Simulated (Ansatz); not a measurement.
KF:
```yaml
crystal:
  lattice:
    - [0.00000, 2.65329, 2.65329]
    - [2.65329, 0.00000, 2.65329]
    - [2.65329, 2.65329, 0.00000]
  atoms:
    - { symbol: K, position: [0.00000, 0.00000, 0.00000] }
    - { symbol: F, position: [0.50000, 0.50000, 0.50000] }
```

Relaxed with PBEsol. Special points in fractions of this cell's reciprocal vectors: Γ (0.000, 0.000, 0.000); X (0.500, 0.000, 0.500); U (0.625, 0.250, 0.625); K (0.375, 0.375, 0.750); L (0.500, 0.500, 0.500); W (0.500, 0.250, 0.750).

Question: List the band energies nearest the valence-band maximum at these points for PBEsol (plane waves, PAW; program Ansatz).

Answer: In eV from the valence-band maximum; about four levels below and three above (degenerate sets whole), none deeper than 8.9 eV; points with the same levels are listed once.

```csv
k,below,above
Γ,0.00 0.00 0.00,6.15 10.69 10.69 10.69
X,-0.20 -0.05 -0.05,8.13 10.36 11.82
U,-0.35 -0.20 -0.19,8.91 10.73 11.13
L,-0.83 -0.37 -0.37,9.07 10.61 12.11 12.11
W,-0.43 -0.16 -0.16,9.71 9.71 11.26
```

Space group Fm-3m (rock salt). Symmetry was held in the PBEsol relaxation.

Potentials: the earlier of the program's two PAW sets. The files were generated under PBE; for other functionals the program regenerates the frozen cores, and for LDA and PBEsol the local potential too.
